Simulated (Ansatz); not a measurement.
Ti$_{2}$Te$_{2}$P:
```cif
data_PTe2Ti2
_chemical_formula_sum 'Ti2 Te2 P1'
_space_group_name_H-M_alt 'P 1'
_space_group_IT_number 1
_cell_length_a 10.17172
_cell_length_b 10.17172
_cell_length_c 10.17172
_cell_angle_alpha 20.677
_cell_angle_beta 20.677
_cell_angle_gamma 20.677
loop_
_space_group_symop_operation_xyz
  'x, y, z'
loop_
_atom_site_label
_atom_site_type_symbol
_atom_site_fract_x
_atom_site_fract_y
_atom_site_fract_z
_atom_site_occupancy
Ti1 Ti 0.62227 0.62227 0.62227 1
Ti2 Ti 0.37773 0.37773 0.37773 1
Te1 Te 0.22837 0.22837 0.22837 1
Te2 Te 0.77163 0.77163 0.77163 1
P1 P 0.00000 0.00000 0.00000 1
```

Relaxed with r²SCAN.

Question: Which orbitals make up the states near the Fermi level in r²SCAN in the plane-wave PAW code Ansatz?

Answer: Within 0.5 eV of the Fermi level: Ti 3d 69 %, Te 5p 22 %. Projections are on Löwdin-orthogonalised atomic valence shells; empty p or d shells of many metals are not among them.

Question: Tabulate the density of states.

Answer: States/eV per cell of 5 atoms, in 0.25 eV bins, energy from the Fermi level.

```csv
E (eV),total,Ti 3d,Te 5p,P 3p
-7.85,0.00,0.00,0.00,0.00
-7.60,0.00,0.00,0.00,0.00
-7.35,0.00,0.00,0.00,0.00
-7.10,0.00,0.00,0.00,0.00
-6.85,0.00,0.00,0.00,0.00
-6.60,0.00,0.00,0.00,0.00
-6.35,0.00,0.00,0.00,0.00
-6.10,0.00,0.00,0.00,0.00
-5.85,0.80,0.13,0.14,0.38
-5.60,1.28,0.21,0.22,0.62
-5.35,2.02,0.34,0.31,1.03
-5.10,1.84,0.33,0.28,0.93
-4.85,2.50,0.40,0.73,1.05
-4.60,4.77,0.55,2.27,1.52
-4.35,4.37,0.68,1.68,1.60
-4.10,2.07,0.40,1.07,0.47
-3.85,2.56,0.57,1.13,0.73
-3.60,2.81,0.73,1.09,0.87
-3.35,5.26,1.56,1.67,1.87
-3.10,6.21,2.03,1.81,2.22
-2.85,2.65,0.64,1.49,0.41
-2.60,3.84,1.07,2.33,0.26
-2.35,4.17,1.10,2.57,0.26
-2.10,4.54,1.20,2.79,0.28
-1.85,4.15,1.10,2.55,0.25
-1.60,3.81,1.07,2.31,0.21
-1.35,3.99,1.42,2.24,0.14
-1.10,3.34,1.47,1.60,0.11
-0.85,2.89,1.41,1.25,0.10
-0.60,2.25,1.11,0.91,0.12
-0.35,2.14,1.32,0.61,0.10
-0.10,1.92,1.36,0.39,0.07
0.15,2.25,1.67,0.39,0.07
0.40,1.34,1.00,0.23,0.05
0.65,2.27,1.79,0.33,0.07
0.90,3.21,2.64,0.39,0.08
1.15,4.21,3.67,0.35,0.06
1.40,9.31,7.83,0.93,0.22
1.65,9.35,7.71,1.04,0.23
1.90,7.96,6.12,1.12,0.36
2.15,8.23,5.60,1.91,0.34
2.40,3.73,2.29,1.00,0.22
2.65,3.42,2.00,0.58,0.45
2.90,4.67,2.76,0.61,0.40
3.15,2.13,1.23,0.32,0.15
3.40,2.50,1.40,0.34,0.34
3.65,3.20,1.71,0.46,0.51
3.90,3.10,1.57,0.49,0.60
4.15,2.98,1.47,0.49,0.72
4.40,1.35,0.64,0.22,0.38
4.65,0.50,0.23,0.08,0.15
```

Space group R-3m. The first step of the workflow began from a Materials Project structure, measured or hypothetical; the Crystallography Open Database copy checked does not list it. Whether it is the stable phase at ambient conditions was not checked. The cell was relaxed with r²SCAN under the symmetry of its start; its stability against distortions is not shown here. No spin polarisation was allowed. A crystal of weakly bound layers computed without a dispersion correction: the cell and the soft elastic constants depend strongly on that. With an odd number of electrons in the cell and no spin polarisation, the count alone makes it a metal. Scalar-relativistic: spin–orbit coupling is off unless named, which matters more the heavier the elements.

Potentials: the earlier of the program's two PAW sets.
